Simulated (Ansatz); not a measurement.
These are results of DFT PBE, scalar-relativistic, plane waves, PAW (Ansatz 0.2.0), not measurements. All cells share a 420 eV cutoff and Γ-centred k meshes spaced about 0.3 Å⁻¹ or finer (0.25 for metals, 2π included). Collinear spin in cells that started with moments and kept them past the coarse steps, no spin elsewhere.

All energies are static (0 K, no zero-point motion). All come from trial cells, and lower structures may exist.

Problem. Order these relaxed structures of TiTl₂Te₃ by energy, lowest first, with the energy over the lowest of them.
A.

```cif
data_structure
_symmetry_space_group_name_H-M 'P-3m1'
_symmetry_Int_Tables_number 164
_cell_length_a 4.1010
_cell_length_b 4.1010
_cell_length_c 13.1286
_cell_angle_alpha 90.000
_cell_angle_beta 90.000
_cell_angle_gamma 120.000
_cell_volume 191.22
loop_
_atom_site_label
_atom_site_type_symbol
_atom_site_symmetry_multiplicity
_atom_site_Wyckoff_symbol
_atom_site_fract_x
_atom_site_fract_y
_atom_site_fract_z
_atom_site_occupancy
Ti1 Ti 1 a 0.00000 0.00000 0.00000 1
Tl1 Tl 2 d 0.33333 0.66667 0.66275 1
Te1 Te 2 d 0.33333 0.66667 0.12067 1
Te2 Te 1 b 0.00000 0.00000 0.50000 1
```

B.

```cif
data_structure
_symmetry_space_group_name_H-M 'P6_3/mcm'
_symmetry_Int_Tables_number 193
_cell_length_a 8.1347
_cell_length_b 8.1347
_cell_length_c 6.8322
_cell_angle_alpha 90.000
_cell_angle_beta 90.000
_cell_angle_gamma 120.000
_cell_volume 391.54
loop_
_atom_site_label
_atom_site_type_symbol
_atom_site_symmetry_multiplicity
_atom_site_Wyckoff_symbol
_atom_site_fract_x
_atom_site_fract_y
_atom_site_fract_z
_atom_site_occupancy
Ti1 Ti 2 b 0.00000 0.00000 0.00000 1
Tl1 Tl 4 d 0.33333 0.66667 0.00000 1
Te1 Te 6 g 0.72455 0.72455 0.25000 1
```

Solution. B (0 meV/atom), A (64 meV/atom). Forms: B Ti and Tl ordered on nickel arsenide sites, P6_3/mcm, no spin; A P-3m1, moments up to 0.4 μB. Counting Te atoms around Ti and Tl (those within 1.25 times the shortest such distance or 1.15 times the sum of covalent radii, 1.27 where that leaves under three; a plus sign parts nearer from farther groups; the shortest distance is added where it exceeds 1.18 times the sum of covalent radii): B has Ti 6, Tl 6 from 3.4 Å; A has Ti 6, Tl 3+3.

Spin–orbit coupling, which can matter for Te and Tl, is left out. Another magnetic order may lie lower. With atoms moved at random, P6_3/mcm came back. Without a clear test, and held by symmetry: P-3m1.

Some candidate types were left out of the draw beforehand, so a known form may be missing.
